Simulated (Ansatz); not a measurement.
Ge:
```xyz
23
Lattice="-5.2412 5.2412 5.2412 5.2412 -5.2412 5.2412 5.2412 5.2412 -5.2412" Properties=species:S:1:pos:R:3 pbc="T T T"
Ge     0.0000     0.0000     0.0000
Ge     1.4207     1.4207     1.4207
Ge     3.8205     3.8205    -3.8205
Ge     3.8205    -3.8205     3.8205
Ge    -3.8205     3.8205     3.8205
Ge     2.6206     5.2412     0.0000
Ge     2.6206     0.0000     5.2412
Ge     0.0000     2.6206     5.2412
Ge     5.2412     2.6206     0.0000
Ge     5.2412     0.0000     2.6206
Ge     0.0000     5.2412     2.6206
Ge     0.8875     0.8875     3.7298
Ge     4.3537     4.3537    -1.5114
Ge    -0.8875     0.8875     6.7526
Ge     0.8875    -0.8875     6.7526
Ge     3.7298     0.8875     0.8875
Ge    -1.5114     4.3537     4.3537
Ge     6.7526    -0.8875     0.8875
Ge     6.7526     0.8875    -0.8875
Ge     0.8875     3.7298     0.8875
Ge     4.3537    -1.5114     4.3537
Ge     0.8875     6.7526    -0.8875
Ge    -0.8875     6.7526     0.8875
```

Relaxed with r²SCAN. Special points in fractions of this cell's reciprocal vectors: Γ (0.000, 0.000, 0.000); H (0.500, -0.500, 0.500); N (0.000, 0.000, 0.500); P (0.250, 0.250, 0.250).

List the band energies nearest the valence-band maximum at these points for r²SCAN in the plane-wave PAW code Ansatz.

In eV from the valence-band maximum; about four levels below and three above (degenerate sets whole), none deeper than 8.9 eV; points with the same levels are listed once.

```
k                                below                above
-  -----------------------------------  -------------------
Γ              -0.49 -0.49 -0.49 -0.40  1.59 2.01 2.01 2.01
H        -0.31 -0.31 -0.22 -0.22 -0.22  1.42 1.47 1.47 1.47
N               -0.72 -0.55 -0.34 0.00       1.93 2.02 2.45
P  -0.58 -0.58 -0.58 -0.33 -0.01 -0.01       2.10 2.10 2.10
```

Space group I-43m. The start of the workflow was typed in or built on a structure type; neither database checked (COD, Materials Project) lists it. It is not the phase usual at ambient conditions (space group No. 227). Symmetry was held in the r²SCAN relaxation; its stability against distortions is not shown here. Scalar-relativistic: spin–orbit coupling is off unless named, which matters more the heavier the elements.

Potentials: the later of the program's two PAW sets.
